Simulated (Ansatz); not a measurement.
Cu:
```yaml
crystal:
  lattice:
    - [0.00000, 2.62583, 2.62583]
    - [2.62583, 0.00000, 2.62583]
    - [2.62583, 2.62583, 0.00000]
  atoms:
    - { symbol: Cu, position: [0.00000, 0.00000, 0.00000] }
    - { symbol: Cu, position: [0.25000, 0.25000, 0.25000] }
```

Relaxed with r²SCAN. Special points in fractions of this cell's reciprocal vectors: Γ (0.000, 0.000, 0.000); X (0.500, 0.000, 0.500); U (0.625, 0.250, 0.625); K (0.375, 0.375, 0.750); L (0.500, 0.500, 0.500); W (0.500, 0.250, 0.750).

Q: List the band energies nearest the Fermi level at these points for r²SCAN (plane waves, PAW; program Ansatz).

A: In eV from the Fermi level; about four levels below and three above (degenerate sets whole), none deeper than 8.9 eV; … stands for higher levels left out; points with the same levels are listed once.

| k | below | above |
|---|---|---|
| Γ | -2.03 -2.03 -2.03 -1.34 -1.34 | 10.49 10.49 10.49 |
| X | -2.25 -2.25 -1.30 -1.30 | 0.27 0.27 3.95 3.95 |
| U | -2.44 -2.27 -1.26 -1.18 | 0.23 0.67 1.52 |
| L | -1.64 -1.41 -1.41 -0.37 | 7.59 7.59 … |
| W | -2.40 -2.40 -1.18 -1.18 | 0.70 0.70 2.26 2.26 |

Space group Fd-3m (diamond). The start of the workflow was typed in or built on a structure type; neither database checked (COD, Materials Project) lists it. It is not the phase usual at ambient conditions (space group No. 225). Symmetry was held in the r²SCAN relaxation. At this level the phase is mechanically unstable. No spin polarisation was allowed.

Potentials: the later of the program's two PAW sets.
